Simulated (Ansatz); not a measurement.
With r²SCAN+D4 (plane waves, PAW; program Ansatz), In$_{2}$O$_{3}$ in the La2O3 or Ni2Al3 type structure (P-3m1) relaxes to a = 3.418 Å, c = 6.054 Å. O on 1a has 6 nearest neighbours from 2.44 Å (octahedral). Its formation energy from the elements is -1.69 eV/atom, with no fitted shifts.

The Kohn–Sham gap is 1.34 eV (smallest direct gap 1.37 eV). HSE06 on the same cell gives 2.21 eV. Gap from r²SCAN+D4 with spin–orbit coupling: 1.34 eV. The electron mass is 0.15, 0.18, 0.18 mₑ (principal values). The hole mass is 0.61, 3.1, 4.9 mₑ (principal values).

The relaxed-ion elastic constants in GPa are C11 = 279, C12 = 182, C13 = 124, C14 = 60.2, C33 = 144, C44 = 67.3. Bader charges are In +1.94, O -1.34 to -1.27 e.

The start of the workflow was typed in or built on a structure type; neither database checked (COD, Materials Project) lists it. It is not the phase usual at ambient conditions (space group No. 206). The cell was relaxed with r²SCAN+D4 under the symmetry of its start. At this level the phase is mechanically unstable. The volume moved by -25 % from the start of the relaxation. The references are the lowest solids computed at this level, not always the standard phases (solids in place of the gases). Scalar-relativistic: spin–orbit coupling is off unless named, which matters more the heavier the elements.

Potentials: the earlier of the program's two PAW sets.
